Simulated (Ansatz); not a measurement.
Mo₂RuSe₄:
```xyz
14
Lattice="0.5202 0.2907 -6.7890 0.4696 -6.6937 0.0000 -6.7057 0.0000 0.0000" Properties=species:S:1:pos:R:3 pbc="T T T"
Mo    -4.5949    -2.8996    -4.0102
Mo    -1.1210    -3.5035    -2.7788
Mo    -3.3289    -4.9731    -3.0409
Mo    -2.3870    -1.4300    -3.7481
Ru    -2.3413    -3.7229    -5.1724
Ru    -3.3745    -2.6801    -1.6166
Se    -4.4322    -5.0421    -5.3183
Se    -1.2837    -1.3610    -1.4707
Se    -3.5782    -1.6522    -5.9917
Se    -2.1377    -4.7509    -0.7973
Se    -5.4023    -4.1144    -1.8447
Se    -0.3136    -2.2886    -4.9443
Se    -1.0780    -5.6367    -4.2019
Se    -4.6379    -0.7664    -2.5871
```

Relaxed with r²SCAN. Special points in fractions of this cell's reciprocal vectors: Γ (0.000, 0.000, 0.000); X (0.500, 0.000, 0.000); Y (0.000, 0.500, 0.000); Z (0.000, 0.000, 0.500); R2 (-0.500, -0.500, 0.500); T2 (0.000, -0.500, 0.500); U2 (-0.500, 0.000, 0.500); V2 (0.500, -0.500, 0.000).

Task: List the band energies nearest the valence-band maximum at these points for plane-wave PAW r²SCAN (Ansatz code).

Result: In eV from the valence-band maximum; about four levels below and three above (degenerate sets whole), none deeper than 8.9 eV; points with the same levels are listed once.

```csv
k,below,above
Γ,-0.46 -0.41 -0.16 0.00,0.59 1.13 1.38
X,-0.91 -0.61 -0.35 -0.21,1.04 1.20 1.61
Y,-0.84 -0.71 -0.35 -0.34,0.86 1.16 1.37
Z,-0.68 -0.65 -0.50 -0.46,0.78 1.16 1.50
R2,-1.17 -1.10 -0.80 -0.55,1.04 1.44 1.46
T2,-0.91 -0.87 -0.68 -0.41,0.99 1.36 1.42
U2,-0.96 -0.91 -0.70 -0.41,0.75 1.23 1.68 1.68
V2,-0.94 -0.87 -0.73 -0.31,1.31 1.37 1.37
```

Space group P-1. The first step of the workflow began from a Materials Project structure, measured or hypothetical; the Crystallography Open Database copy checked does not list it. Entries of such low symmetry are often ordered models of mixed-site phases. Whether it is the stable phase at ambient conditions was not checked. The r²SCAN relaxation kept the symmetry of its start; whether a distortion lowers the energy is not shown. The run is not spin-polarised. Scalar-relativistic: spin–orbit coupling is off unless named, which matters more the heavier the elements.

Potentials: the later of the program's two PAW sets.
